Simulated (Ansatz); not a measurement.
AlN (NiAs type, space group No. 194) at seven volumes, plane-wave PAW r²SCAN (Ansatz code), shape and atoms relaxed at each. One row is withheld.

| V (Å³/atom) | P (GPa) |
|---|---|
| 7.654 | 29.88 |
| 7.906 | 18.40 |
| 8.159 | 8.52 |
| 8.411 | 0.00 |
| 8.663 | ? |
| 8.916 | -13.66 |
| 9.168 | -19.10 |

**Question.** Fit the shown pressures and predict the withheld one.

**Answer.** P = (3/2)B₀(x^(7/2) − x^(5/2))[1 + (3/4)(B′ − 4)(x − 1)] with x = (V₀/V)^(2/3). Least squares on the six rows gives V₀ = 8.411 Å³/atom, B₀ = 263 GPa, B′ = 3.95. At V = 8.663, x = 0.9805 and P = -7.32 GPa. The run itself gave -7.34 GPa.

Space group P6_3/mmc (NiAs type). A made-up cell: these elements were put on the sites of a structure type; the Crystallography Open Database copy checked does not list it. It is not the phase usual at ambient conditions (space group No. 186, 216). Symmetry was held in the r²SCAN relaxation; its stability against distortions is not shown here.

Potentials: the later of the program's two PAW sets.
